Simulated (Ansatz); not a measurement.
The relaxed structure here is a generated cell of Sn2Pt: the first start was made by placing the elements on the sites of a structure type, and the end was not matched to a known phase here, so it may be hypothetical.

One starting cell of Sn2Pt (a generated cell, Sn2Pt placed in the AFLOW prototype A2B_hP9_189_fg_bc (C22, as in Fe2P)) was relaxed twice with Ansatz (plane waves, PAW, scalar-relativistic): with PBEsol at 420 eV and with PBE at 420 eV. The PBEsol result:

```yaml
crystal:
  lattice:
    - [7.34156, 0.00000, 0.00000]
    - [-3.67078, 6.35798, 0.00000]
    - [0.00000, 0.00000, 4.02953]
  atoms:
    - { symbol: Sn, position: [0.26451, 0.00000, 0.00000] }
    - { symbol: Sn, position: [0.00000, 0.26451, 0.00000] }
    - { symbol: Sn, position: [0.73549, 0.73549, 0.00000] }
    - { symbol: Sn, position: [0.60210, 0.00000, 0.50000] }
    - { symbol: Sn, position: [0.00000, 0.60210, 0.50000] }
    - { symbol: Sn, position: [0.39790, 0.39790, 0.50000] }
    - { symbol: Pt, position: [0.00000, 0.00000, 0.50000] }
    - { symbol: Pt, position: [0.33333, 0.66667, 0.00000] }
    - { symbol: Pt, position: [0.66667, 0.33333, 0.00000] }
```

```csv
quantity,PBEsol,PBE
space group,P-62m,P-62m
volume (Å³/atom),20.90,(withheld)
a (Å),7.342,(withheld)
c (Å),4.030,(withheld)
"gap (eV, no spin-orbit coupling)",0.00,(withheld)
```

Q: What does PBE give for the same quantities?

A: 
- volume (Å³/atom), PBE: 21.94
- a (Å), PBE: 7.452
- c (Å), PBE: 4.105
- gap (eV, no spin-orbit coupling), PBE: 0.00

Both levels end in the same structure; PBE's volume is 5.0 % larger. Neither column is exact.

No spin polarisation in the result.

The run could not lose the symmetry of its start, so the end can be a saddle point.

Ansatz is a first-principles code.
